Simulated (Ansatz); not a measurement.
## Band table of CdSe (zincblende type)

```xyz
2
Lattice="0.0000 2.7768 2.7768 2.7768 0.0000 2.7768 2.7768 2.7768 0.0000" Properties=species:S:1:pos:R:3 pbc="T T T"
Cd    0.0000    0.0000    0.0000
Se    1.3884    1.3884    1.3884
```

The cell comes from a relaxation on PAW files under the same functional, begun from a prototype that needn't be the stable phase.

Computed with Ansatz 0.2.0; functional PBE, scalar-relativistic. Settings: a Γ-centred 11×11×11 k mesh, Fermi–Dirac smearing of 0.1 eV, no spin polarisation. Methods: LAPW: all electrons, basis error target 1 meV/atom.

This run: volume at 0.72 of the series' base cell.

Path points, in fractions of the reciprocal vectors: Γ (0.000, 0.000, 0.000), X (-0.500, -0.500, 0.000), U (-0.375, -0.375, 0.250), K (-0.375, 0.000, 0.375), L (0.000, 0.000, 0.500), W (-0.500, -0.250, 0.250). The distance column jumps between branches of the path. Levels in eV from the valence-band top; bands 19 to 31, counted from the lowest band of the run. The gap is 1.12 eV, the pressure 31.7 GPa.

```
# k(1/Å) point b19 b20 b21 b22 b23 b24 b25 b26 b27 b28 b29 b30 b31
0.000 Γ -14.58 -9.34 -9.34 -9.34 -8.58 -8.58 0.00 0.00 0.00 1.12 5.79 5.79 5.79
0.141 - -14.54 -9.33 -9.32 -9.32 -8.59 -8.58 -0.53 -0.16 -0.16 1.67 5.55 5.98 5.98
0.283 - -14.45 -9.31 -9.27 -9.27 -8.61 -8.56 -1.35 -0.58 -0.58 2.55 5.01 6.51 6.51
0.424 - -14.31 -9.26 -9.20 -9.20 -8.63 -8.54 -2.19 -1.13 -1.13 3.29 4.47 7.26 7.26
0.566 - -14.14 -9.19 -9.10 -9.10 -8.62 -8.52 -3.04 -1.70 -1.70 3.41 4.27 8.01 8.16
0.707 - -13.97 -9.12 -8.99 -8.99 -8.54 -8.50 -3.87 -2.22 -2.22 3.07 4.19 8.47 9.16
0.849 - -13.82 -9.10 -8.89 -8.89 -8.48 -8.33 -4.64 -2.64 -2.64 2.76 3.98 9.35 10.22
0.990 - -13.73 -9.10 -8.82 -8.82 -8.46 -8.06 -5.24 -2.91 -2.91 2.57 3.81 10.19 11.28
1.131 X -13.70 -9.10 -8.80 -8.80 -8.46 -7.93 -5.49 -3.00 -3.00 2.51 3.75 10.57 11.87
1.181 - -13.70 -9.10 -8.80 -8.80 -8.46 -7.92 -5.49 -3.03 -2.99 2.54 3.78 10.51 11.65
1.231 - -13.70 -9.10 -8.80 -8.80 -8.46 -7.90 -5.50 -3.12 -2.96 2.63 3.87 10.37 11.28
1.281 - -13.70 -9.09 -8.81 -8.80 -8.47 -7.87 -5.50 -3.26 -2.92 2.75 4.03 10.15 10.89
1.331 - -13.70 -9.09 -8.82 -8.80 -8.48 -7.83 -5.50 -3.42 -2.86 2.89 4.27 9.90 10.51
1.381 - -13.70 -9.08 -8.84 -8.79 -8.49 -7.79 -5.51 -3.59 -2.78 3.03 4.57 9.63 10.14
1.431 - -13.70 -9.08 -8.85 -8.78 -8.50 -7.75 -5.53 -3.75 -2.69 3.15 4.93 9.37 9.79
1.481 - -13.71 -9.08 -8.87 -8.76 -8.51 -7.72 -5.55 -3.88 -2.58 3.28 5.32 9.12 9.45
1.531 U -13.72 -9.08 -8.89 -8.74 -8.53 -7.70 -5.56 -3.97 -2.46 3.40 5.69 8.90 9.13
2.224 K -13.72 -9.08 -8.89 -8.74 -8.53 -7.70 -5.56 -3.97 -2.46 3.40 5.69 8.90 9.13
2.374 - -13.76 -9.09 -8.96 -8.67 -8.56 -7.78 -5.52 -3.97 -2.05 3.80 6.28 8.28 8.30
2.524 - -13.84 -9.11 -9.04 -8.65 -8.60 -8.08 -5.19 -3.62 -1.58 4.19 6.02 7.38 7.65
2.674 - -13.96 -9.13 -9.11 -8.73 -8.62 -8.39 -4.56 -3.03 -1.12 4.31 5.83 6.56 7.16
2.824 - -14.11 -9.18 -9.16 -8.94 -8.62 -8.51 -3.74 -2.27 -0.70 3.88 5.95 6.14 6.75
2.974 - -14.28 -9.25 -9.22 -9.14 -8.61 -8.55 -2.78 -1.46 -0.38 3.21 5.61 6.39 6.51
3.124 - -14.43 -9.30 -9.28 -9.26 -8.60 -8.57 -1.73 -0.71 -0.16 2.47 5.53 6.07 6.42
3.274 - -14.54 -9.33 -9.32 -9.32 -8.59 -8.58 -0.67 -0.19 -0.04 1.68 5.67 5.86 6.00
3.424 Γ -14.58 -9.34 -9.34 -9.34 -8.58 -8.58 0.00 0.00 0.00 1.12 5.79 5.79 5.79
3.547 - -14.55 -9.33 -9.33 -9.33 -8.58 -8.58 -0.52 -0.06 -0.06 1.53 5.74 5.87 5.87
3.669 - -14.48 -9.30 -9.30 -9.28 -8.59 -8.59 -1.44 -0.21 -0.21 2.10 5.70 6.08 6.08
3.792 - -14.37 -9.27 -9.27 -9.20 -8.59 -8.59 -2.45 -0.43 -0.43 2.51 5.86 6.32 6.32
3.914 - -14.24 -9.23 -9.23 -9.06 -8.58 -8.58 -3.46 -0.67 -0.67 2.68 6.29 6.48 6.48
4.037 - -14.11 -9.20 -9.20 -8.84 -8.57 -8.57 -4.44 -0.90 -0.90 2.71 6.51 6.51 6.88
4.159 - -14.00 -9.17 -9.17 -8.55 -8.55 -8.54 -5.32 -1.08 -1.08 2.68 6.46 6.46 7.43
4.282 - -13.93 -9.16 -9.16 -8.54 -8.54 -8.21 -6.02 -1.20 -1.20 2.64 6.39 6.39 7.76
4.404 L -13.91 -9.16 -9.16 -8.53 -8.53 -8.03 -6.33 -1.24 -1.24 2.63 6.37 6.37 7.86
4.504 - -13.90 -9.15 -9.15 -8.54 -8.53 -8.01 -6.30 -1.43 -1.29 2.82 6.14 6.46 8.08
4.604 - -13.88 -9.14 -9.12 -8.58 -8.54 -7.97 -6.21 -1.89 -1.43 3.29 5.74 6.73 8.39
4.704 - -13.84 -9.13 -9.08 -8.61 -8.54 -7.91 -6.07 -2.46 -1.68 3.87 5.38 7.11 8.50
4.804 - -13.80 -9.10 -9.04 -8.64 -8.55 -7.85 -5.89 -3.01 -2.00 4.44 5.15 7.34 8.66
4.904 - -13.76 -9.08 -9.00 -8.66 -8.57 -7.77 -5.71 -3.47 -2.38 5.00 5.04 7.20 8.84
5.004 - -13.73 -9.05 -8.96 -8.66 -8.59 -7.69 -5.57 -3.74 -2.79 5.02 5.53 6.94 8.42
5.104 - -13.71 -9.04 -8.94 -8.65 -8.60 -7.62 -5.52 -3.78 -3.18 5.05 5.97 6.79 7.83
5.204 W -13.70 -9.04 -8.94 -8.65 -8.61 -7.60 -5.52 -3.67 -3.42 5.08 6.14 6.86 7.48
5.275 - -13.70 -9.04 -8.93 -8.67 -8.59 -7.61 -5.51 -3.65 -3.40 4.86 5.92 7.12 7.72
5.345 - -13.70 -9.04 -8.92 -8.70 -8.55 -7.64 -5.51 -3.58 -3.36 4.41 5.49 7.70 8.20
5.416 - -13.70 -9.05 -8.90 -8.73 -8.53 -7.70 -5.51 -3.48 -3.30 3.91 5.03 8.40 8.75
5.487 - -13.70 -9.07 -8.87 -8.76 -8.50 -7.76 -5.50 -3.35 -3.22 3.46 4.60 9.16 9.28
5.558 - -13.70 -9.08 -8.85 -8.77 -8.48 -7.82 -5.50 -3.22 -3.14 3.07 4.25 9.77 9.93
5.628 - -13.70 -9.09 -8.82 -8.79 -8.47 -7.88 -5.50 -3.11 -3.07 2.76 3.98 10.18 10.71
5.699 - -13.70 -9.10 -8.80 -8.80 -8.46 -7.92 -5.49 -3.03 -3.02 2.57 3.80 10.46 11.42
5.770 X -13.70 -9.10 -8.80 -8.80 -8.46 -7.93 -5.49 -3.00 -3.00 2.51 3.75 10.57 11.87
```
